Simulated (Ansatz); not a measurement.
CoSi₂:
```cif
data_CoSi2
_chemical_formula_sum 'Co1 Si2'
_space_group_name_H-M_alt 'P 1'
_space_group_IT_number 1
_cell_length_a 3.72941
_cell_length_b 3.72941
_cell_length_c 3.72941
_cell_angle_alpha 60.000
_cell_angle_beta 60.000
_cell_angle_gamma 60.000
loop_
_space_group_symop_operation_xyz
  'x, y, z'
loop_
_atom_site_label
_atom_site_type_symbol
_atom_site_fract_x
_atom_site_fract_y
_atom_site_fract_z
_atom_site_occupancy
Co1 Co 0.00000 0.00000 0.00000 1
Si1 Si 0.75000 0.75000 0.75000 1
Si2 Si 0.25000 0.25000 0.25000 1
```

Relaxed with LDA.

Task: Decompose the optical modes at the zone centre into irreducible representations, and say which are infrared and Raman allowed.

Result: Point group m-3m: Γ_opt = T1u + T2g. Infrared: T1u. Raman: T2g.

Task: Assign frequencies (DFPT, the program Ansatz at the LDA level (PAW)).

Result: T2g 341, T1u 348 cm⁻¹.

Space group Fm-3m (fluorite or antifluorite type). Symmetry was held in the LDA relaxation; of distortions, only those at the zone centre were tested. No spin polarisation was allowed. As this level gives no gap, phonon frequencies hold no LO–TO term and depend on the k-mesh and smearing (Fermi–Dirac, 0.1 eV here).

Potentials: the earlier of the program's two PAW sets.
